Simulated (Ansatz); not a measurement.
Bi:
```cif
data_Bi2
_chemical_formula_sum 'Bi2'
_space_group_name_H-M_alt 'Pmma'
_space_group_IT_number 51
_space_group_name_Hall '-P 2a 2a'
_cell_length_a 6.39017
_cell_length_b 3.19357
_cell_length_c 3.19251
_cell_angle_alpha 90.000
_cell_angle_beta 90.000
_cell_angle_gamma 90.000
loop_
_space_group_symop_operation_xyz
  'x, y, z'
  '-x, -y, -z'
  '-x+1/2, -y, z'
  'x+1/2, y, -z'
  'x+1/2, -y, -z'
  '-x+1/2, y, z'
  '-x, y, -z'
  'x, -y, z'
loop_
_atom_site_label
_atom_site_type_symbol
_atom_site_symmetry_multiplicity
_atom_site_Wyckoff_symbol
_atom_site_fract_x
_atom_site_fract_y
_atom_site_fract_z
_atom_site_occupancy
Bi1 Bi 2 e 0.25000 0.00000 0.48531 1
```

Relaxed with LDA.

Q: Which orbitals make up the states near the Fermi level in the program Ansatz at the LDA level (PAW)?

A: Within 0.5 eV of the Fermi level: Bi 6p 90 %, Bi 6s 7 %. Projections are on Löwdin-orthogonalised atomic valence shells; empty p or d shells of many metals are not among them.

Q: Tabulate the density of states.

A: States/eV per cell of 2 atoms, in 0.25 eV bins, energy from the Fermi level.

```tsv
E (eV)	total	Bi 6p	Bi 6s
-7.85	0.11	0.01	0.10
-7.60	0.07	0.00	0.06
-7.35	0.01	0.00	0.01
-7.10	0.00	0.00	0.00
-6.85	0.00	0.00	0.00
-6.60	0.00	0.00	0.00
-6.35	0.00	0.00	0.00
-6.10	0.00	0.00	0.00
-5.85	0.00	0.00	0.00
-5.60	0.00	0.00	0.00
-5.35	0.00	0.00	0.00
-5.10	0.19	0.18	0.00
-4.85	0.40	0.39	0.01
-4.60	0.55	0.53	0.01
-4.35	0.68	0.66	0.02
-4.10	0.85	0.82	0.02
-3.85	0.98	0.94	0.03
-3.60	1.06	1.02	0.03
-3.35	1.41	1.36	0.04
-3.10	1.60	1.54	0.05
-2.85	1.59	1.52	0.06
-2.60	1.56	1.48	0.07
-2.35	1.55	1.47	0.07
-2.10	1.47	1.38	0.08
-1.85	1.46	1.37	0.08
-1.60	1.47	1.37	0.08
-1.35	1.38	1.28	0.09
-1.10	1.27	1.16	0.09
-0.85	1.20	1.09	0.09
-0.60	1.12	1.02	0.08
-0.35	1.13	1.03	0.09
-0.10	1.08	0.97	0.08
0.15	1.04	0.94	0.08
0.40	1.07	0.97	0.08
0.65	1.03	0.93	0.07
0.90	1.02	0.93	0.07
1.15	0.99	0.90	0.06
1.40	0.99	0.90	0.06
1.65	0.98	0.89	0.06
1.90	0.98	0.90	0.05
2.15	1.00	0.92	0.05
2.40	1.01	0.93	0.04
2.65	1.06	0.95	0.04
2.90	1.23	0.96	0.03
3.15	1.40	1.01	0.03
3.40	1.39	1.03	0.02
3.65	1.49	1.05	0.02
3.90	1.62	1.06	0.02
4.15	1.52	0.97	0.02
4.40	1.51	0.91	0.01
4.65	1.72	0.91	0.01
```

The first step of the workflow began from a Materials Project structure, measured or hypothetical; the Crystallography Open Database copy checked does not list it. It is not the phase usual at ambient conditions (space group No. 166). The cell was relaxed with LDA under the symmetry of its start; of distortions, only those at the zone centre were tested. Spin–orbit coupling is left out wherever it is not named.

Potentials: the later of the program's two PAW sets.
